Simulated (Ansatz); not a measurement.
## From the elastic tensor of Sn₂Ir at 2 GPa (stress–strain coefficients) to moduli and sound speeds

Level of theory: Ansatz, DFT LDA, scalar-relativistic, plane waves, PAW. Settings: 420 eV plane-wave cutoff, Γ-centred 12×12×12 mesh, Fermi-Dirac smearing of 0.15 eV. No spin polarisation.

The structure is cubic, space group Fm-3m (No. 225). The conventional cell has a = 6.276 Å, b = 6.276 Å, c = 6.276 Å, α = 90.00°, β = 90.00°, γ = 90.00°. Sn (site symmetry -43m) is surrounded by 4 Ir at 2.72 Å. Ir (site symmetry m-3m) has 8 Sn at 2.72 Å as nearest neighbours.

In a metal, frequencies and elastic constants depend on the k mesh and the smearing, soft modes and shear constants most. Spin–orbit coupling is left out, which can shift energies with elements as heavy as these.

Relaxed-ion constants (GPa, on the Cartesian axes of the calculation):
```
197.9 118.0 118.0   0.0   0.0   0.0
118.0 197.9 118.0   0.0   0.0   0.0
118.0 118.0 197.9   0.0   0.0   0.0
  0.0   0.0   0.0  33.3   0.0   0.0
  0.0   0.0   0.0   0.0  33.3   0.0
  0.0   0.0   0.0   0.0   0.0  33.3
```

Density 11.546 g/cm³; 3 atoms in 61.79 Å³.

The values that follow are for a polycrystal of randomly turned grains, by Hill's mean where one number stands.

With S = C⁻¹: B_V = (C11+C22+C33+2(C12+C13+C23))/9, G_V = (C11+C22+C33−C12−C13−C23+3(C44+C55+C66))/15, 1/B_R = S11+S22+S33+2(S12+S13+S23), 15/G_R = 4(S11+S22+S33−S12−S13−S23)+3(S44+S55+S66); Hill is their mean. Then v_l = √((B+4G/3)/ρ), v_t = √(G/ρ), v_m = [(2/v_t³+1/v_l³)/3]^(−1/3) and Θ = (ħ/k_B)·v_m·(6π²n/V)^(1/3) for n atoms in the volume V; E = 9BG/(3B+G), ν = (3B−2G)/(2(3B+G)) and A^U = 5G_V/G_R + B_V/B_R − 6.

```json
{
 "Bulk modulus, Voigt / Reuss / Hill": "144.6 / 144.6 / 144.6 GPa",
 "Shear modulus, Voigt / Reuss / Hill": "35.9 / 35.6 / 35.8 GPa",
 "Young's modulus": "99 GPa",
 "Poisson ratio": "0.386",
 "Pugh ratio B/G": "4.04",
 "Universal anisotropy index": "0.04",
 "Longitudinal and transverse sound speeds": "4081 and 1761 m/s",
 "Debye temperature from the mean sound speed": "216 K"
}
```

Cost: 1 run of about 3.7 core-minutes, on Arm Neoverse V1 (shared hosts).